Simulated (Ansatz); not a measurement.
# CoW₃: one atom moved along a line

The calculation used DFT PBEsol, scalar-relativistic, plane waves, PAW (Ansatz 0.2.0). The runs took a 420 eV cutoff, a Γ-centred 12×12×12 mesh and Gaussian smearing (0.15 eV). Spin–orbit coupling is left out, which matters for the heavy elements here. No spin polarisation. A magnetic state may lie lower. Energies are free energies at this smearing, counted from the undisturbed cell; pressure is positive in compression.

Zero of the scan (relaxed at this level; it needn't be the usual structure):

```
Co W
1.0
     3.85824    0.00000    0.00000
     0.00000    3.85824    0.00000
     0.00000    0.00000    3.85824
Co W
1 3
Direct
  0.00000 0.00000 0.00000
  0.00000 0.50000 0.50000
  0.50000 0.00000 0.50000
  0.50000 0.50000 0.00000
```

Atom 1 (Co) is moved by x along the Cartesian unit vector (-1.000, 0.000, 0.000); the cell and all other atoms stay fixed. The cell is metallic on the mesh throughout.

| x (Å) | ΔE (meV/cell) | force along x on the moved atoms (eV/Å) | pressure (GPa) |
| --- | --- | --- | --- |
| -0.1000 | 38.4 | 0.76 | 0.5 |
| -0.0500 | 9.6 | 0.39 | 0.2 |
| 0.0000 | 0.0 | 0.00 | 0.0 |
| 0.0125 | 0.6 | -0.10 | 0.0 |
| 0.0250 | ? | ? | 0.1 |
| 0.0375 | 5.4 | -0.29 | 0.1 |
| 0.0625 | 15.1 | -0.48 | 0.2 |
| 0.0750 | 21.7 | ? | ? |
| 0.0875 | 29.4 | -0.67 | 0.4 |

By symmetry 0.1000 repeats -0.1000, -0.0750 repeats 0.0750, 0.0500 repeats -0.0500, -0.0250 repeats 0.0250 in energy; the slope of the energy along the path changes sign there.

Give the withheld values.

ΔE (meV/cell) at x (Å) = 0.0250: 2.4; force along x on the moved atoms (eV/Å) at x (Å) = 0.0250: -0.19; force along x on the moved atoms (eV/Å) at x (Å) = 0.0750: -0.58; pressure (GPa) at x (Å) = 0.0750: 0.3.

Cost: 9 runs of about 2.3 core-minutes in all, on Intel Xeon 6975P-C (Granite Rapids) (shared hosts).